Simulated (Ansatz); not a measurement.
SnC (CsCl type, space group No. 221) at seven volumes, PBEsol (plane waves, PAW; program Ansatz), scaled uniformly. One row is withheld.

| V (Å³/atom) | P (GPa) |
|---|---|
| 12.994 | 12.28 |
| 13.422 | 7.43 |
| 13.851 | 3.52 |
| 14.279 | -0.01 |
| 14.708 | -3.12 |
| 15.136 | ? |
| 15.564 | -7.68 |

Q: Fit the shown pressures and predict the withheld one.

A: Third-order Birch–Murnaghan: P = (3/2)B₀(x^(7/2) − x^(5/2))[1 + (3/4)(B′ − 4)(x − 1)] with x = (V₀/V)^(2/3). Least squares on the six rows gives V₀ = 14.273 Å³/atom, B₀ = 107.0 GPa, B′ = 4.25. At V = 15.136, x = 0.9616 and P = -5.55 GPa. The run itself gave -5.67 GPa.

Space group Pm-3m (CsCl type). The cell is a constructed one: a structure type filled with these elements; neither database checked (COD, Materials Project) lists it. Whether it is the stable phase at ambient conditions was not checked. Symmetry was held in the PBEsol relaxation. At this level the phase is dynamically unstable (imaginary phonons). Scalar-relativistic: spin–orbit coupling is off unless named, which matters more the heavier the elements.

Potentials: the later of the program's two PAW sets.
